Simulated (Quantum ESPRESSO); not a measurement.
## NMR parameters of ZrO2 (changed cell)

```xyz
3
Lattice="0.0000 2.5323 2.5705 2.5323 0.0000 2.5705 2.5323 2.5323 0.0000" Properties=species:S:1:pos:R:3 pbc="T T T"
Zr     0.0000     0.0000     0.0000
O      1.2662     1.2662     1.2853
O      3.7985     3.7985     3.8558
```
The cell was made here from a computed Materials Project entry: strained by +1 % along the cube axis and by -0.5 % across it, atoms relaxed (PBE without dispersion, pw.x of a modified build of Quantum ESPRESSO, symmetry kept). The parent is ZrO2 in Fm-3m. Stability against distortions was not tested. The run has no spin polarisation.

Shieldings are absolute and leave out the bulk-susceptibility term; a larger σ means a smaller chemical shift. By our sweeps, such settings leave a few ppm in absolute σ on light atoms and up to some 20 ppm from Zn on. No spin–orbit coupling; Zr is the heaviest element present.

Ω = σ33 − σ11 of the symmetric part; where symmetry doesn't make it nil, it is less certain than σ_iso.

**Question.** What do the calculations give at each independent site (shieldings by PBE GIPAW on JTH datasets (Quantum ESPRESSO), 22.5 Ha, k-mesh 6×6×6 shifted, f-sum rule met within 0.002 %)?

**Answer.** 
```csv
site,site symmetry,σ_iso (ppm),span Ω (ppm)
Zr (atom 1),4/mmm,1819,4
"O (atoms 2, 3)",-4m2,-205,9
```
